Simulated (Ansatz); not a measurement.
VBiO4 (I4_1/a) from a database structure at its r2SCAN geometry, run in Ansatz 0.2.0 at 3 levels of theory. (Simulation; spin polarisation is off.)

The r2SCAN input:
```yaml
crystal:
  lattice:
    - [-2.5605166769, 2.5605166769, 5.8111142428]
    - [2.5605166769, -2.5605166769, 5.8111142428]
    - [2.5605166769, 2.5605166769, -5.8111142428]
  atoms:
    - { symbol: V, position: [0.5, 0.5, 0.0] }
    - { symbol: V, position: [0.25, 0.75, 0.5] }
    - { symbol: Bi, position: [0.0, 0.0, 0.0] }
    - { symbol: Bi, position: [0.75, 0.25, 0.5] }
    - { symbol: O, position: [0.1723252622, 0.5603966723, 0.8901836866] }
    - { symbol: O, position: [0.3103966723, 0.9202129857, 0.8880714101] }
    - { symbol: O, position: [0.0321415756, 0.4223252622, 0.1119285899] }
    - { symbol: O, position: [0.6702129857, 0.2821415756, 0.1098163134] }
    - { symbol: O, position: [0.0797870143, 0.9678584244, 0.3901836866] }
    - { symbol: O, position: [0.7178584244, 0.8276747378, 0.3880714101] }
    - { symbol: O, position: [0.5776747378, 0.6896033277, 0.6098163134] }
    - { symbol: O, position: [0.4396033277, 0.3297870143, 0.6119285899] }
kpoints:
  mp_grid: { grid: [8, 8, 8] }
  band_path:
    path:
      - [0.0, 0.0, 0.0]
      - [0.0, 0.0, 0.5]
      - [0.25, 0.25, 0.25]
      - [0.0, 0.5, 0.0]
      - [0.5, 0.5, -0.5]
      - [0.2985373878, 0.7014626122, -0.2985373878]
      - [-0.2985373878, 0.2985373878, 0.2985373878]
      - [-0.0970747755, 0.0970747755, 0.5]
      - [0.5, 0.5, -0.0970747755]
      - [-0.026042, 0.020833, 0.34375]
      - [0.291667, -0.291667, 0.203125]
      - [0.125, -0.25, -0.25]
    npoints: 1
hamiltonian:
  xc: r2scan
scf:
  occupations: { method: fixed }
  n_extra_bands: 7
output:
  forces: true
  stress: true
  eigenvalues: true
```

Main results, then, where recorded, the levels near the gap in eV from the Fermi energy (columns number the bands from 0), one row a point of the path (Γ, X, P, N, M, S, S₀, R, G, (-0.026, 0.021, 0.344), (0.292, -0.292, 0.203), (1/8, -1/4, -1/4)):
```
Crystal: 12 atoms, lattice volume = 152.396 Å³
Symmetry: 8 space group operations
Space group: I41/a (ITA 88)
```
```
Basis set: ecut = 500 eV, 3893 PW (Γ)
Bands: 59, of which v1, the nominal top of the filled ones, is band 52 counted from 1 (51 counted from 0)
k-points: 78 of 512
Free energy (F): -35209.501379 eV
Fermi energy:    8.519360 eV
--- Forces (eV/Å), atoms counted from 1 ---
  atom   1  V       0.00000      0.00000      0.00000
  atom   2  V       0.00000      0.00000      0.00000
  atom   3  Bi      0.00000      0.00000      0.00000
  atom   4  Bi      0.00000      0.00000      0.00000
  atom   5  O     -0.00018    -0.00063    -0.00046
  atom   6  O       0.00063    -0.00018    -0.00046
  atom   7  O     -0.00063      0.00018    -0.00046
  atom   8  O       0.00018      0.00063    -0.00046
  atom   9  O     -0.00018    -0.00063      0.00046
  atom  10  O       0.00063    -0.00018      0.00046
  atom  11  O       0.00018      0.00063      0.00046
  atom  12  O     -0.00063      0.00018      0.00046
--- Stress (GPa, compression-positive) ---
        0.022061      -0.000017       0.000000
        0.000017       0.022061       0.000000
        0.000000       0.000000       0.004760
  P = ⅓ Tr σ = 0.0163 GPa (0.163 kbar)
```
```tsv
band_47	band_48	band_49	band_50	band_51	band_52	band_53	band_54
-1.694	-0.995	-0.782	-0.782	-0.527	2.711	3.178	3.418
-1.359	-1.010	-1.010	-0.335	-0.335	3.092	3.092	3.354
-1.442	-1.002	-1.002	-0.333	-0.333	3.083	3.083	3.346
-1.279	-1.186	-1.061	-0.574	-0.145	2.476	2.917	3.329
-1.065	-1.022	-1.022	-0.854	-0.854	3.247	3.247	3.328
-1.269	-1.005	-1.003	-0.625	-0.362	2.586	2.892	3.347
-1.269	-1.005	-1.003	-0.625	-0.362	2.586	2.892	3.347
-1.359	-1.115	-0.963	-0.375	-0.362	2.888	3.164	3.376
-1.359	-1.115	-0.963	-0.375	-0.362	2.888	3.164	3.376
-1.321	-1.128	-0.990	-0.721	0.023	2.763	3.064	3.088
-1.267	-1.088	-1.054	-0.652	-0.074	2.442	3.004	3.302
-1.254	-1.099	-1.076	-0.602	-0.083	2.453	3.036	3.317
```

r2SCAN gives an indirect gap of 2.42 eV, from k = (-0.026, 0.021, 0.344) to k = (0.292, -0.292, 0.203); the least direct gap is 2.52 eV at k = (0.292, -0.292, 0.203).

Task: Another run on the same cell gave
```
Basis set: ecut = 420 eV, 3011 PW (Γ)
Bands: 59, of which v1, the nominal top of the filled ones, is band 52 counted from 1 (51 counted from 0)
k-points: 14 of 64
hybrid outer 1: dexx = +8.504e-2 eV, tail = 3.41e-4 eV
hybrid outer 2: dexx = +1.437e-5 eV, tail = 1.24e-7 eV, Δε = 2.83e-3 eV, ΔF = 3.03e-2 eV/Å
hybrid outer 3: dexx = +1.273e-8 eV, tail = 4.20e-9 eV, Δε = 2.60e-4 eV, ΔF = 3.02e-4 eV/Å
Free energy (F): -35163.125057 eV
Fermi energy:    7.958569 eV
--- Forces (eV/Å), atoms counted from 1 ---
  atom   1  V       0.00000      0.00000      0.00000
  atom   2  V       0.00000      0.00000      0.00000
  atom   3  Bi      0.00000      0.00000      0.00000
  atom   4  Bi      0.00000      0.00000      0.00000
  atom   5  O     -0.20209      0.36217      0.29043
  atom   6  O     -0.36217    -0.20209      0.29043
  atom   7  O       0.36217      0.20209      0.29043
  atom   8  O       0.20209    -0.36217      0.29043
  atom   9  O     -0.20209      0.36217    -0.29043
  atom  10  O     -0.36217    -0.20209    -0.29043
  atom  11  O       0.20209    -0.36217    -0.29043
  atom  12  O       0.36217      0.20209    -0.29043
--- Stress (GPa, compression-positive) ---
       -2.326667      -0.000001       0.000000
        0.000001      -2.326667       0.000000
        0.000000       0.000000      -1.883301
  P = ⅓ Tr σ = -2.1789 GPa (-21.789 kbar)
```
```tsv
band_47	band_48	band_49	band_50	band_51	band_52	band_53	band_54
-1.794	-0.967	-0.943	-0.943	-0.576	3.676	4.165	4.559
-1.495	-1.165	-1.165	-0.281	-0.281	4.154	4.154	4.353
-1.582	-1.157	-1.157	-0.280	-0.280	4.144	4.144	4.341
-1.471	-1.335	-1.202	-0.612	-0.052	3.449	3.935	4.352
-1.170	-1.079	-1.079	-1.019	-1.019	4.336	4.336	4.397
-1.441	-1.155	-1.155	-0.652	-0.279	3.573	3.905	4.395
-1.441	-1.155	-1.155	-0.652	-0.279	3.573	3.905	4.395
-1.474	-1.250	-1.111	-0.353	-0.301	3.912	4.221	4.390
-1.474	-1.250	-1.111	-0.353	-0.301	3.912	4.221	4.390
-1.440	-1.294	-1.081	-0.803	0.123	3.763	4.032	4.101
-1.429	-1.243	-1.205	-0.685	0.014	3.412	4.035	4.344
-1.379	-1.257	-1.229	-0.635	0.002	3.424	4.072	4.327
```
Which level of theory and mesh gave it?

Result: It is HSE06, judged by the exchange loop and the size of the gap (a near hybrid could fit too), on 4×4×4; the blocks that differ from the first input, but for the band path:
```yaml
kpoints:
  mp_grid: { grid: [4, 4, 4] }
hamiltonian:
  xc: hse06
```
With HSE06 the valence top lies at k = (-0.026, 0.021, 0.344) and the conduction bottom at k = (0.292, -0.292, 0.203), 3.29 eV higher; the smallest vertical gap, at k = (0.292, -0.292, 0.203), is 3.40 eV. The mean pressure at these positions is -2.2 GPa, compression counted positive. (The program warns that its thresholds are loose for a hybrid's stress.)

Task: In the first input these blocks are replaced (the band path and keys that only write files left aside):
```yaml
kpoints:
  mp_grid: { grid: [4, 4, 4] }
hamiltonian:
  xc: pbe0
```
What comes out?

Result:
```
Basis set: ecut = 420 eV, 3011 PW (Γ)
Bands: 59, of which v1, the nominal top of the filled ones, is band 52 counted from 1 (51 counted from 0)
k-points: 14 of 64
Exchange kernel: α = 0.2500, full range, Wigner–Seitz truncation, v(0) = 15697.0078 eV·Å³, q-mesh 4×4×4
hybrid outer 1: dexx = +1.087e-1 eV, tail = 4.33e-4 eV
hybrid outer 2: dexx = +3.081e-5 eV, tail = 2.30e-7 eV, Δε = 3.03e-3 eV, ΔF = 3.03e-2 eV/Å
hybrid outer 3: dexx = +4.298e-8 eV, tail = 1.16e-8 eV, Δε = 3.08e-4 eV, ΔF = 2.09e-4 eV/Å
Free energy (F): -35158.100670 eV
Fermi energy:    7.598666 eV
--- Forces (eV/Å), atoms counted from 1 ---
  atom   1  V       0.00000      0.00000      0.00000
  atom   2  V       0.00000      0.00000      0.00000
  atom   3  Bi      0.00000      0.00000      0.00000
  atom   4  Bi      0.00000      0.00000      0.00000
  atom   5  O     -0.21060      0.37394      0.29523
  atom   6  O     -0.37394    -0.21060      0.29523
  atom   7  O       0.37394      0.21060      0.29523
  atom   8  O       0.21060    -0.37394      0.29523
  atom   9  O     -0.21060      0.37394    -0.29523
  atom  10  O     -0.37394    -0.21060    -0.29523
  atom  11  O       0.21060    -0.37394    -0.29523
  atom  12  O       0.37394      0.21060    -0.29523
--- Stress (GPa, compression-positive) ---
       -2.435140      -0.000001       0.000000
        0.000001      -2.435140       0.000000
        0.000000       0.000000      -1.944084
  P = ⅓ Tr σ = -2.2715 GPa (-22.715 kbar)
```
```tsv
band_47	band_48	band_49	band_50	band_51	band_52	band_53	band_54
-1.817	-0.991	-0.978	-0.978	-0.594	4.404	4.889	5.307
-1.530	-1.202	-1.202	-0.291	-0.291	4.892	4.892	5.080
-1.618	-1.193	-1.193	-0.291	-0.291	4.882	4.882	5.066
-1.513	-1.368	-1.238	-0.634	-0.053	4.165	4.664	5.084
-1.202	-1.108	-1.108	-1.054	-1.054	5.077	5.077	5.137
-1.476	-1.193	-1.188	-0.673	-0.284	4.294	4.633	5.130
-1.476	-1.193	-1.188	-0.673	-0.284	4.294	4.633	5.130
-1.507	-1.286	-1.146	-0.368	-0.310	4.646	4.955	5.107
-1.507	-1.286	-1.146	-0.368	-0.310	4.646	4.955	5.107
-1.470	-1.330	-1.110	-0.827	0.125	4.487	4.754	4.829
-1.464	-1.275	-1.242	-0.708	0.013	4.127	4.767	5.076
-1.411	-1.292	-1.264	-0.656	0.000	4.139	4.805	5.057
```
PBE0 gives an indirect gap of 4.00 eV, from k = (-0.026, 0.021, 0.344) to k = (0.292, -0.292, 0.203); the least direct gap is 4.11 eV at k = (0.292, -0.292, 0.203). The mean pressure at these positions is -2.3 GPa, compression counted positive. The stress of a hybrid is loosely converged here.

Small level splittings and stresses of the hybrids carry the error of their coarser meshes.

Totals of different functionals can't be compared.

Spin-orbit coupling is left out; in compounds of Pb, Bi, Tl or Hg it can lower a gap by up to about 1 eV, split its edges or invert the bands.
